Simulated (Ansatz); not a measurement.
HfSiO4:
```
HfSiO4
1.0
   -3.29104     3.29104     2.98304
    3.29104    -3.29104     2.98304
    3.29104     3.29104    -2.98304
Hf Si O
2 2 8
Direct
  0.75000   0.25000   0.50000
  0.00000   0.00000   0.00000
  0.25000   0.75000   0.50000
  0.50000   0.50000   0.00000
  0.13333   0.31813   0.81521
  0.06813   0.75292   0.68479
  0.50292   0.31813   0.18479
  0.06813   0.38333   0.31521
  0.61667   0.93187   0.68479
  0.68187   0.86667   0.18479
  0.24708   0.93187   0.31521
  0.68187   0.49708   0.81521
```

Relaxed with PBEsol. Special points in fractions of this cell's reciprocal vectors: Γ (0.000, 0.000, 0.000); X (0.000, 0.000, 0.500); M (-0.500, 0.500, 0.500); Z (0.455, 0.455, -0.455); Z0 (-0.455, 0.545, 0.455); P (0.250, 0.250, 0.250); N (0.000, 0.500, 0.000).

List the band energies nearest the valence-band maximum at these points for PBEsol (plane waves, PAW; program Ansatz).

In eV from the valence-band maximum; about four levels below and three above (degenerate sets whole), none deeper than 8.9 eV; points with the same levels are listed once.

```tsv
k	below	above
Γ	-0.55 -0.55 -0.54 0.00	5.78 6.01 6.10
X	-0.91 -0.91 -0.59 -0.59	5.39 5.39 6.52 6.52
M	-1.08 -1.08 -0.86 -0.86	6.27 6.27 6.56 6.56
Z	-1.01 -1.01 -0.81 -0.81	6.18 6.36 6.46
P	-1.12 -1.12 -0.50 -0.50	5.39 5.39 6.78 6.78
N	-0.95 -0.82 -0.26 -0.19	5.66 5.81 6.60
```

Space group I4_1/amd. The PBEsol relaxation kept the symmetry of its start. No spin polarisation was allowed. Scalar-relativistic: spin–orbit coupling is off unless named, which matters more the heavier the elements.

Potentials: the later of the program's two PAW sets.
